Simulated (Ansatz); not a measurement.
NbSi (rock salt, Fm-3m) under volume change, the program Ansatz at the r²SCAN level (PAW), scaled uniformly.

| V (Å³/atom) | E − E(relaxed) (meV/atom) | P (GPa) |
|---|---|---|
| 15.424 | 77.6 | 17.58 |
| 15.932 | 32.8 | 10.85 |
| 16.441 | 7.8 | 5.03 |
| 16.949 | 0.0 | 0.00 |
| 17.458 | 7.0 | -4.32 |
| 17.966 | 26.8 | -8.03 |
| 18.475 | 57.5 | -11.22 |

What does a third-order Birch–Murnaghan fit give for V₀, B₀ and B′?

V₀ = 16.95 Å³/atom, B₀ = 155 GPa, B′ = 4.0.

A made-up cell: these elements were put on the sites of a structure type; neither database checked (COD, Materials Project) lists it. Its standing as an ambient phase is unchecked. The r²SCAN relaxation kept the symmetry of its start; its stability against distortions is not shown here. No spin polarisation was allowed.

Potentials: the later of the program's two PAW sets.
